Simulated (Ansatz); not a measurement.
Consider the following.

LaSiPt:
```
LaSiPt
1.0
   -2.13735     2.13735     7.29838
    2.13735    -2.13735     7.29838
    2.13735     2.13735    -7.29838
La Si Pt
2 2 2
Cartesian
  0.00000   0.00000   8.46332
  2.13735   0.00000   4.81413
  0.00000   0.00000  14.59065
  0.00000   2.13735   3.64308
  0.00000   0.00000   2.44656
  0.00000   2.13735   6.09575
```

This is the r²SCAN-relaxed structure.

All from r²SCAN in the plane-wave PAW code Ansatz, unless another level is named. Give the electronic character.

metallic (no gap).

Next, the density of states at the Fermi level?

0.64 states/eV per atom (mean over ±0.08 eV).

Next, the formation energy from the elements (no fitted shifts)?

-121 kJ/mol of atoms.

Space group I4_1md. The first step of the workflow began from a Materials Project structure, measured or hypothetical; the Crystallography Open Database copy checked does not list it. With Si and Pt taken as one species the cell has the higher symmetry I4_1/amd, so it may be an ordered model of a mixed-site phase. Whether it is the stable phase at ambient conditions was not checked. The r²SCAN relaxation kept the symmetry of its start; its stability against distortions is not shown here. The run is not spin-polarised. The references are the lowest solids computed at this level, not always the standard phases. Spin–orbit coupling is left out wherever it is not named.

Potentials: the later of the program's two PAW sets.
